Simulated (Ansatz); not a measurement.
# Profile along the Au–Au line in Au (fcc, Cu type)

Au (fcc, Cu type)

Space group Fm-3m (No. 225); a = 4.083 Å, b = 4.083 Å, c = 4.083 Å, α = 90.00°, β = 90.00°, γ = 90.00°

```csv
atom,site,symmetry,x,y,z
Au,4a,m-3m,0.0000,0.0000,0.0000
```
(The calculation used a cell of 1 atom; values per cell refer to that cell.)

Fields along a shortest Au–Au line of a {111} plane (2.89 Å), from Au to Au, interpolated on the slice's grid (step about 0.2 Å). These are PBEsol (plane waves to 420 eV, PAW, scalar-relativistic; Ansatz, a quantum-chemistry and plane-wave program) values and carry that method's errors. k mesh 20×20×20. Near the nuclei the fields are pseudised (PAW); where an atom keeps semicore shells as valence, they peak there. Au was relaxed with its symmetry unable to fall. Spin-orbit coupling is left out, though Au is heavy. The PAW data are Ansatz's earlier set.

```
distance from Au (Å)  valence electron density (e/Å³)  electron localisation function
--------------------  -------------------------------  ------------------------------
0.00                                            15.86                               x
0.14                                            14.64                               x
0.29                                            11.94                               x
0.43                                             8.80                               x
0.58                                             5.93                            0.52
0.72                                             3.45                            0.48
0.87                                             1.60                            0.42
1.01                                             0.75                            0.34
1.16                                             0.46                            0.26
1.30                                             0.32                            0.22
1.45                                             0.29                            0.21
1.59                                             0.32                            0.22
1.73                                             0.46                            0.26
1.88                                             0.75                            0.34
2.02                                             1.60                            0.42
2.17                                             3.45                            0.48
2.31                                             5.93                            0.52
2.46                                             8.80                               x
2.60                                            11.94                               x
2.75                                            14.64                               x
2.89                                            15.86                               x
```

x: too close to a nucleus for the ELF to mean much.

Density on the Au–Au line (2.89 Å) at its midpoint: 0.29 e/Å³. ELF at that point: 0.21.
